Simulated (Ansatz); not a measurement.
RbCl (rock salt)

```xyz
2
Lattice="0.0000 3.3489 3.3489 3.3489 0.0000 3.3489 3.3489 3.3489 0.0000" Properties=species:S:1:pos:R:3 pbc="T T T"
Cl     0.0000     0.0000     0.0000
Rb     3.3489     3.3489     3.3489
```

The slice is a {110} plane (indices of the conventional cell) through the point (0.000, 0.000, 0.000) (fractional), spanned by u = [100] and v = [1 -1 -1] in vectors of this cell: u (4.74 Å) and v (6.70 Å, at 90° to u). It covers one period; positions are fractions (u, v).

Level of theory: PBE (plane waves to 420 eV, PAW, scalar-relativistic; Ansatz, a first-principles code). k mesh 9×9×9. These are valence fields of a PAW run, semicore shells included where kept as valence: close to a nucleus they are smooth pseudo fields. RbCl was relaxed with its symmetry unable to fall.

### Question
Predict the map of the valence electron density on the slice.

### Answer
```
|89998776543333456778999|
|99998765443333445678999|
|99988765433223345678899|
|88887655432222345567888|
|87776554332222334556777|
|76665544322112234455666|
|66555443221111223445556|
|55554433221111223344555|
|55554432221111222344555|
|66665433222112223345666|
|87776543322222233456777|
|99887654322222234567889|
|99988764332222334678899|
|99998765433223345678999|
|99999865433333345689999|
|89999865433333345689999|
|99999865433333345689999|
|99998765433223345678999|
|99988764332222334678899|
|99887654322222234567889|
|87776543322222233456777|
|66665433222112223345666|
|55554432221111222344555|
|55554433221111223344555|
|66555443221111223445556|
|76665544322112234455666|
|87776554332222334556777|
|88887655432222345567888|
|99988765433223345678899|
|99998765443333445678999|
|89998776543333456778999|
|08999876543333456789998|
```
Scale: ten equal steps from -3.00 (start of '0') to 0.33 (end of '9'), in the order '0123456789'. Values: log₁₀ of the valence density in e/Å³. The map has 23 points along u (one character each, u = 0 at the left) and 32 along v (v = 0 in the bottom row). The scale is logarithmic, as a density can span decades between atoms and voids; values under 0.001 e/Å³ are set to 0.001.
